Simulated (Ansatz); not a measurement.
SiGe:
```yaml
crystal:
  lattice:
    - [3.87040, 0.00000, 0.00000]
    - [-1.93520, 3.35186, 0.00000]
    - [0.00000, 0.00000, 6.39435]
  atoms:
    - { symbol: Si, position: [0.66667, 0.33333, 0.87452] }
    - { symbol: Si, position: [0.33333, 0.66667, 0.37452] }
    - { symbol: Ge, position: [0.66667, 0.33333, 0.50048] }
    - { symbol: Ge, position: [0.33333, 0.66667, 0.00048] }
```

Relaxed with LDA. Special points in fractions of this cell's reciprocal vectors: Γ (0.000, 0.000, 0.000); M (0.500, 0.000, 0.000); K (0.333, 0.333, 0.000); A (0.000, 0.000, 0.500); L (0.500, 0.000, 0.500); H (0.333, 0.333, 0.500).

Question: List the band energies nearest the valence-band maximum at these points for LDA in the plane-wave PAW code Ansatz.

Answer: In eV from the valence-band maximum; about four levels below and three above (degenerate sets whole), none deeper than 8.9 eV; points with the same levels are listed once.

```
k                        below                          above
-  ---------------------------  -----------------------------
Γ  -1.61 -1.61 -0.33 0.00 0.00            0.42 1.55 2.03 2.03
M      -4.87 -3.24 -3.10 -1.56                 0.32 1.99 3.18
K      -5.37 -3.73 -3.73 -3.47                 0.91 4.84 4.84
A      -0.98 -0.98 -0.98 -0.98  1.23 1.23 3.09 3.09 3.09 3.09
L      -2.65 -2.65 -2.57 -2.57            0.60 0.60 1.77 1.77
H      -4.64 -4.64 -2.14 -2.14            1.34 1.34 3.70 3.70
```

Space group P6_3mc (wurtzite). The workflow started from a Materials Project entry (that database holds measured and hypothetical structures alike); the Crystallography Open Database copy checked does not list it. Whether it is the stable phase at ambient conditions was not checked. The LDA relaxation kept the symmetry of its start; of distortions, only those at the zone centre were tested. Spin–orbit coupling is left out wherever it is not named.

Potentials: the later of the program's two PAW sets.
